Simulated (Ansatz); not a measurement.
In2Ag:
```yaml
crystal:
  lattice:
    - [-3.42631, 3.42631, 2.77596]
    - [3.42631, -3.42631, 2.77596]
    - [3.42631, 3.42631, -2.77596]
  atoms:
    - { symbol: In, position: [0.15518, 0.65518, 0.81036] }
    - { symbol: In, position: [0.65518, 0.84482, 0.50000] }
    - { symbol: In, position: [0.84482, 0.34482, 0.18964] }
    - { symbol: In, position: [0.34482, 0.15518, 0.50000] }
    - { symbol: Ag, position: [0.75000, 0.75000, 0.00000] }
    - { symbol: Ag, position: [0.25000, 0.25000, 0.00000] }
```

Relaxed with PBEsol. Special points in fractions of this cell's reciprocal vectors: Γ (0.000, 0.000, 0.000); X (0.000, 0.000, 0.500); M (-0.500, 0.500, 0.500); Z (0.414, 0.414, -0.414); Z0 (-0.414, 0.586, 0.414); P (0.250, 0.250, 0.250); N (0.000, 0.500, 0.000).

List the band energies nearest the Fermi level at these points for PBEsol with spin–orbit coupling (plane waves, PAW; program Ansatz).

In eV from the Fermi level; about four levels below and three above (degenerate sets whole), none deeper than 8.9 eV; points with the same levels are listed once.

```
k                    below                above
-  -----------------------  -------------------
Γ  -0.70 -0.70 -0.47 -0.47  0.19 0.19 0.22 0.22
X  -1.01 -1.01 -0.39 -0.39  0.41 0.41 0.84 0.84
M  -4.14 -4.14 -2.18 -2.18  1.86 1.86 2.27 2.27
Z  -4.11 -4.11 -1.33 -1.33  1.10 1.10 1.52 1.52
P  -4.72 -4.72 -4.72 -4.72  0.11 0.11 0.11 0.11
N  -2.91 -2.91 -2.91 -2.91  0.25 0.25 0.25 0.25
```

Space group I4/mcm. The workflow started from an entry of the Crystallography Open Database (COD). Its standing as an ambient phase is unchecked. The cell was relaxed with PBEsol under the symmetry of its start; its stability against distortions is not shown here. No spin polarisation was allowed.

Potentials: the later of the program's two PAW sets.
